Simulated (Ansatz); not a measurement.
Given:

Zr2Ge:
```xyz
6
Lattice="4.8662 0.0000 0.0000 -2.4331 4.2142 0.0000 0.0000 0.0000 5.7511" Properties=species:S:1:pos:R:3 pbc="T T T"
Ge     0.0000     2.8095     1.4378
Ge     2.4331     1.4047     4.3133
Zr     0.0000     0.0000     0.0000
Zr     0.0000     0.0000     2.8755
Zr     0.0000     2.8095     4.3133
Zr     2.4331     1.4047     1.4378
```

This is the PBE-relaxed structure.

Question: All from plane-wave PAW PBE (Ansatz code), unless another level is named. Give the electronic character.

Answer: metallic (no gap).

Question: And the formation energy from the elements (no fitted shifts)?

Answer: -0.59 eV/atom.

Question: Give the density of states at the Fermi level.

Answer: 0.20 states/eV per atom (mean over ±0.08 eV).

Space group P6_3/mmc. A made-up cell: these elements were put on the sites of a structure type; neither database checked (COD, Materials Project) lists it. Its standing as an ambient phase is unchecked. Symmetry was held in the PBE relaxation; its stability against distortions is not shown here. No spin polarisation was allowed. The references are the lowest solids computed at this level, not always the standard phases. Scalar-relativistic: spin–orbit coupling is off unless named, which matters more the heavier the elements.

Potentials: the later of the program's two PAW sets.
